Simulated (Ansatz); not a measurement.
The start is a generated cell, Be built in the AFLOW prototype A_tI4_139_e (as in Si). Cell shape, volume and atoms are optimised at zero target pressure with PBE (plane waves to 420 eV, PAW, scalar-relativistic; Ansatz, a program for electronic structure). First-step values are on the input's coarse k-mesh.

Ansatz input (later rounds restart from its end on a renewed k-mesh):
Ansatz 0.2 input:
```yaml
crystal:
  lattice:
    - [-1.2801264, 1.2801264, 2.4862276]
    - [1.2801264, -1.2801264, 2.4862276]
    - [1.2801264, 1.2801264, -2.4862276]
  atoms:
    - { symbol: Be, position: [0.819, 0.819, 0] }
    - { symbol: Be, position: [0.181, 0.181, 0] }
basis: { ecutwfc: 420, ecutrho_ratio: 4, xc_grid: 2, fft_grid_basis: typed }
kpoints: { mp_grid: { grid: [18, 18, 18] } }
hamiltonian:
  xc: pbe
  dispersion: none
  pseudopotentials: { azcp: { folder: ./paw }, kind: paw }
scf: { occupations: { method: fermi_dirac, width: 0.05 } }
relax: { f_tol: 0.01, max_steps: 100, cell: { stress_tol: 0.02 } }
output: { forces: true, stress: true }
```

Problem. What pressure does the first self-consistent step give?

Solution. +33.0 GPa (positive: the cell is compressed).

Problem. How much energy is released per atom?

Solution. 0.77 eV/atom.

Problem. How does the volume per atom move from start to end?

Solution. +13.1 %, from 8.15 to 9.21 Å³/atom.

Problem. How do the shortest distances between atoms change?

Solution. The closest pairs of elements (up to four, under 3.6 Å), start → end: Be–Be 1.80 → 2.17 Å.

Problem. Is the relaxed structure metallic? Give its gap.

Solution. Zero (metallic).

Problem. Write out the relaxed structure.

Solution. 
```cif
data_Be4
_chemical_formula_sum 'Be4'
_space_group_name_H-M_alt 'I4/mmm'
_space_group_IT_number 139
_space_group_name_Hall '-I 4 2'
_cell_length_a 2.22692
_cell_length_b 2.22692
_cell_length_c 7.43168
_cell_angle_alpha 90.000
_cell_angle_beta 90.000
_cell_angle_gamma 90.000
loop_
_atom_site_label
_atom_site_type_symbol
_atom_site_symmetry_multiplicity
_atom_site_Wyckoff_symbol
_atom_site_fract_x
_atom_site_fract_y
_atom_site_fract_z
_atom_site_occupancy
Be1 Be 4 e 0.00000 0.00000 0.14921 1
```
(The calculation used a cell of 2 atoms; values per cell refer to that cell.)

The space group stays I4/mmm (No. 139) (the run could not lower it), with 2 atoms in the primitive cell. Final values are on a 29×29×29 k-mesh of the relaxed cell. No spin polarisation in the result.

The run could not lose the symmetry of its start: the end is stationary, and may be a saddle point rather than a minimum.

The relaxed structure here is a generated cell of Be: the first start was made by placing the elements on the sites of a structure type, and the end was not matched to a known phase here, so it may be hypothetical. Known forms of Be include space group No. 194.
